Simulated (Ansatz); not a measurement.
# Elastic constants of TiAl at 3 GPa (stress–strain coefficients): input and output

The calculation used DFT LDA, scalar-relativistic, plane waves, PAW in Ansatz.

Launched with:
```bash
ansatz run input.yaml --threads 1 --pin off --max-ram 3072MiB --backend cpu --events-out ev --progress --plain --runs-dir out
```

Input (bare energies are in eV):
```yaml
crystal:
  lattice:
    - [2.7462369034, 0.0, 0.0]
    - [0.0, 2.7462369034, 0.0]
    - [0.0, 0.0, 3.9736120857]
  atoms:
    - { symbol: Ti, position: [0.0, 0.0, 0.0] }
    - { symbol: Al, position: [0.5, 0.5, 0.5] }
basis:
  ecutwfc: 420
kpoints:
  mp_grid: { grid: [16, 16, 10] }
hamiltonian:
  xc: lda
scf:
  occupations: { method: fermi_dirac, width: 0.15 }
output:
  forces: true
  stress: true
  eigenvalues: true
elastic:
  mode: relaxed_ion
  amplitude: 0.005
```

From the output:
```
--- Elastic constants: 4 strain directions × 4 members + reference (group order 16) ---
  dense FFT box of the reference and of every strained cell: 20×20×27
  strains applied: 11, 33, 23, 12; error gains: componentwise 1.00 (the most a stress slope's error grows in a printed constant), spectral 1.41 (1 for all six strains in a standard setting)
  C = ∂σ_k/∂η_j (tension-positive GPa; Voigt order 11 22 33 23 13 12):
       229.870     73.068    110.587      0.000      0.000     -0.000
        73.068    229.870    110.587      0.000      0.000     -0.000
       110.568    110.568    190.422      0.000      0.000     -0.000
         0.000      0.000      0.000    132.135      0.000      0.000
         0.000      0.000      0.000      0.000    132.135      0.000
        -0.000     -0.000      0.000      0.000      0.000     40.039
  reference stress σ⁰ (GPa):     -3.016     -3.016     -2.987     -0.000     -0.000     -0.000
  C* (energy form; C + prestress term) asymmetry max|C*_kj − C*_jk| = 9.229e-3 GPa — a small one proves nothing (zero by symmetry where the batch's group is 432, −43m or m−3m); a large one is finite-difference/SCF noise where every solve ...
  moduli (Voigt/Reuss/Hill, GPa): K = 137.62/137.62/137.62   G = 84.59/64.34/74.46   E = 189.26   ν = 0.271
  mechanically stable: yes (min eigenvalue of sym C = 40.04 GPa)
  strain η (Voigt 11):  stress-route row diagonal C_11 = 229.87 GPa, energy-path curvature d²(F+E_count+ΔE)/dδ²/Ω₀ = 229.89 GPa
    cells at ±δ against ±2δ: C11 229.90 and 229.98 GPa, apart by 0.04 % of the column's largest entry
         δ    σ_11 (GPa) F (eV) n_scf n_hpsi n_pw
    -1.000e-2      -5.3928       -2964.0761113       8  112370    597   relax 0 steps, max|allowed force component| 1.23e-32 eV/Å
    -5.000e-3      -4.1850       -2964.0805861       4   86803    601   relax 0 steps, max|allowed force component| 0.00e0 eV/Å
     5.000e-3      -1.8860       -2964.0862428       4   85994    609   relax 0 steps, max|allowed force component| 9.86e-32 eV/Å
     1.000e-2      -0.7932       -2964.0874926       7   99697    609   relax 0 steps, max|allowed force component| 4.93e-32 eV/Å
  strain η (Voigt 33):  stress-route row diagonal C_33 = 190.42 GPa, energy-path curvature d²(F+E_count+ΔE)/dδ²/Ω₀ = 190.42 GPa
    cells at ±δ against ±2δ: C33 190.37 and 190.20 GPa, apart by 0.09 % of the column's largest entry
         δ    σ_33 (GPa) F (eV) n_scf n_hpsi n_pw
    -1.000e-2      -4.9015       -2964.0765768       7   57385    604   relax 0 steps, max|allowed force component| 9.15e-30 eV/Å
    -5.000e-3      -3.9422       -2964.0807102       4   47904    604   relax 0 steps, max|allowed force component| 1.23e-32 eV/Å
     5.000e-3      -2.0386       -2964.0863038       4   47486    609   relax 0 steps, max|allowed force component| 3.08e-31 eV/Å
     1.000e-2      -1.0976       -2964.0877701       7   53858    614   relax 0 steps, max|allowed force component| 2.77e-32 eV/Å
  strain η (Voigt 23):  stress-route row diagonal C_44 = 132.13 GPa, energy-path curvature d²(F+E_count+ΔE)/dδ²/Ω₀ = 133.66 GPa
    cells at ±δ against ±2δ: C44 132.13 and 132.12 GPa, apart by 0.01 % of the column's largest entry
         δ    σ_23 (GPa) F (eV) n_scf n_hpsi n_pw
    -1.000e-2      -1.3212       -2964.0827034       7  153415    604   relax 0 steps, max|allowed force component| 0.00e0 eV/Å
    -5.000e-3      -0.6607       -2964.0836391       3  123733    604   relax 0 steps, max|allowed force component| 0.00e0 eV/Å
     5.000e-3       0.6607       -2964.0836391       3  122000    604   relax 0 steps, max|allowed force component| 0.00e0 eV/Å
     1.000e-2       1.3212       -2964.0827034       6  136262    604   relax 0 steps, max|allowed force component| 0.00e0 eV/Å
  strain η (Voigt 12):  stress-route row diagonal C_66 = 40.04 GPa, energy-path curvature d²(F+E_count+ΔE)/dδ²/Ω₀ = 41.57 GPa
    cells at ±δ against ±2δ: C66 40.04 and 40.06 GPa, apart by 0.04 % of the column's largest entry
         δ    σ_12 (GPa) F (eV) n_scf n_hpsi n_pw
    -1.000e-2      -0.4006       -2964.0835634       7   90798    604   relax 0 steps, max|allowed force component| 1.48e-31 eV/Å
    -5.000e-3      -0.2002       -2964.0838550       3   72538    605   relax 0 steps, max|allowed force component| 6.16e-32 eV/Å
     5.000e-3       0.2002       -2964.0838550       3   71344    605   relax 0 steps, max|allowed force component| 2.47e-32 eV/Å
     1.000e-2       0.4006       -2964.0835634       6   78353    604   relax 0 steps, max|allowed force component| 5.18e-31 eV/Å
```

Time: 2.5 min on 1 thread of Intel(R) Xeon(R) Platinum 8259CL CPU @ 2.50GHz (Skylake/Cascade Lake), on a shared host, peak memory 0.62 GiB.

In a metal, frequencies and elastic constants depend on the k mesh and the smearing, soft modes and shear constants most.